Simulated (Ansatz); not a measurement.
Ir (diamond, Fd-3m) under volume change, the program Ansatz at the PBEsol level (PAW), scaled uniformly.

```tsv
V (Å³/atom)	E − E(relaxed) (meV/atom)	P (GPa)
18.990	131.0	24.49
19.616	54.7	14.86
20.242	___	___
20.868	0.0	0.00
21.494	___	___
22.120	43.1	-10.40
22.747	91.7	-14.35
```

**Question.** Complete the blanks.

**Answer.** 
- 20.242, E − E(relaxed) (meV/atom): 12.9
- 20.242, P (GPa): 6.78
- 21.494, E − E(relaxed) (meV/atom): 11.4
- 21.494, P (GPa): -5.67

**Question.** What does a third-order Birch–Murnaghan fit give for V₀, B₀ and B′?

**Answer.** V₀ = 20.87 Å³/atom, B₀ = 206 GPa, B′ = 4.9.

The start of the workflow was typed in or built on a structure type; neither database checked (COD, Materials Project) lists it. It is not the phase usual at ambient conditions (space group No. 225). The PBEsol relaxation kept the symmetry of its start; of distortions, only those at the zone centre were tested. No spin polarisation was allowed. Scalar-relativistic: spin–orbit coupling is off unless named, which matters more the heavier the elements.

Potentials: the later of the program's two PAW sets.
